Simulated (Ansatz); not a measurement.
A distorted cell of PtSe2 (CdI2 type):

```yaml
crystal:
  lattice:
    - [3.77238, 0.00000, 0.00000]
    - [-1.88619, 3.26698, 0.00000]
    - [0.00000, 0.00000, 4.81834]
  atoms:
    - { symbol: Pt, position: [0.95988, 0.97994, 0.98402] }
    - { symbol: Se, position: [0.66667, 0.33333, 0.26556] }
    - { symbol: Se, position: [0.33333, 0.66667, 0.73444] }
```

These are PBE-D3(BJ) (plane waves to 420 eV, PAW, scalar-relativistic; Ansatz, a first-principles code) values and carry that method's errors. k mesh 11×11×8 (Γ-centred), Fermi-Dirac smearing 0.05 eV. The energy includes the smearing's −TS. Stress and pressure are positive under compression. With partly filled bands, energies and forces of such displacements shift with the k mesh and the smearing. PtSe2 is run without spin polarisation. PtSe2 was relaxed with its symmetry unable to fall. Spin-orbit coupling is left out, though Pt is heavy.

Q: Predict the force on every atom, in eV/Å.

A: 
```json
[
 {"atom": "Pt1", "Fx": "1.701", "Fy": "0.982", "Fz": "1.208"},
 {"atom": "Se2", "Fx": "-0.620", "Fy": "-0.358", "Fz": "-0.437"},
 {"atom": "Se3", "Fx": "-1.080", "Fy": "-0.624", "Fz": "-0.771"}
]
```

Q: Give the stress tensor in GPa and the pressure.

A: 
```
    2.1      1.0      1.4
    1.0      0.9      0.8
    1.4      0.8      1.0
```
The pressure, a third of the trace, is 1.3 GPa.

Q: In it atom 1 sits (-0.113, -0.066, -0.077) Å away from its relaxed site. What is its energy relative to the relaxed cell?

A: 172 meV/cell.

(For displaced atoms, the force is minus the slope of the energy, and its curvature is a force constant, which sets phonon frequencies.)
